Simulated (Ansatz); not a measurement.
A structure of PbSe relaxed with PBEsol (plane waves to 420 eV, PAW, scalar-relativistic; Ansatz, a program for electronic structure); single points at other levels follow on the same geometry (Ansatz, PAW; HSE06 at 420 eV on a 6×6×6 k-mesh; no spin-orbit coupling). Space group Fm-3m (No. 225).

```cif
data_Pb4Se4
_chemical_formula_sum 'Pb4 Se4'
_space_group_name_H-M_alt 'Fm-3m'
_space_group_IT_number 225
_space_group_name_Hall '-F 4 2 3'
_cell_length_a 6.10283
_cell_length_b 6.10283
_cell_length_c 6.10283
_cell_angle_alpha 90.000
_cell_angle_beta 90.000
_cell_angle_gamma 90.000
loop_
_atom_site_label
_atom_site_type_symbol
_atom_site_symmetry_multiplicity
_atom_site_Wyckoff_symbol
_atom_site_fract_x
_atom_site_fract_y
_atom_site_fract_z
_atom_site_occupancy
Pb1 Pb 4 b 0.50000 0.50000 0.50000 1
Se1 Se 4 a 0.00000 0.00000 0.00000 1
```
(The calculation used a cell of 2 atoms; values per cell refer to that cell.)

```csv
level,gap (eV),kind,conduction minimum
PBEsol,0.17,direct,L
HSE06,___,–,___
```

**Question.** Fill in the missing entries.

**Answer.** 
- HSE06, gap (eV): 0.65
- HSE06, conduction minimum: L

HSE06 gaps come from a coarse mesh plus a few chosen points, so they may be too large. No spin polarisation in the result.

The run could not lose the symmetry of its start.
